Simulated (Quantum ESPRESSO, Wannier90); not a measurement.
## Wannier functions of CdI₂ (CdI2 type)

```
CdI2
1.0
    4.29101     0.00000     0.00000
   -2.14551     3.71612     0.00000
    0.00000     0.00000     7.30358
Cd I
1 2
Direct
  0.00000   0.00000   0.00000
  0.33333   0.66667   0.23579
  0.66667   0.33333   0.76421
```

Cell from Materials Project (mp-567259), symmetrised, no further relaxation. COD (Crystallography Open Database) has the formula in 5 space groups, this one among them (matched by group alone). Level: PBEsol, spinors with spin-orbit coupling; pw.x of Quantum ESPRESSO at 82 Ry with PseudoDojo potentials, 6×6×4 k-points, Wannier90. Density: 12×12×4 mesh, cold smearing 0.01 Ry. The cell is built of weakly bound layers, chains or molecules, whose nearest atoms lie 4.59 Å apart. Database cells relaxed without dispersion often hold them too far apart, which can enlarge gaps and weakens couplings between them; spacing and stacking were not compared with the measured crystal.

The plane-wave run has 62 bands and 34 electrons a cell. On the energy scale of pw.x, whose zero is arbitrary, the valence-band maximum lies at 4.00 eV.

Isolated groups of bands, relative to the valence-band maximum (bands from 37 on overlap up to the last one computed):

| bands | from (eV) | to (eV) | filling | weight on atomic waves |
|---|---|---|---|---|
| 1–2 | -101.58 | -101.58 | filled | Cd 4s 100 % |
| 3–4 | -66.74 | -66.74 | filled | Cd 4p 100 % |
| 5–8 | -60.90 | -60.89 | filled | Cd 4p 100 % |
| 9–12 | -12.26 | -11.61 | filled | I 5s 94 % |
| 13–16 | -8.11 | -7.93 | filled | Cd 4d 98 % |
| 17–22 | -7.49 | -7.22 | filled | Cd 4d 97 % |
| 23–34 | -4.15 | 0.00 | filled | I 5p 90 %, Cd 5s 6 % |
| 35–36 | 2.00 | 3.07 | empty | Cd 5s 51 %, I 5p 39 % |

Input w.win, without the blocks of cell, atoms and k-points (144 lines):

```
num_bands = 44
num_wann = 24
exclude_bands = 1-8,13-22
spinors = true
num_iter = 1000
conv_tol = 1.0e-6
conv_window = 4
dis_num_iter = 1000
dis_conv_tol = 1.0e-6
dis_froz_max = 7.50
write_hr = true
write_u_matrices = true
begin projections
f=0.01228,0.00969,0.00187: s;p
f=0.34469,-0.32932,0.23225: s;p
end projections
mp_grid = 6 6 4
```

Problem. This input has a fault. Which, and what does the program do?

Solution. wannier90.x -pp stops with:
```
w90_readwrite_get_projections: too few projection functions defined
```
The projections block defines fewer trial orbitals than num_wann. Mended as below, all else unchanged, the run goes through (Ω_I = 41.4 Å²) and follows the plane-wave bands to 3.2 meV rms (states up to 3.0 eV relative to the valence-band maximum).
```
f=-0.34005,0.32280,-0.23162: s;p
```
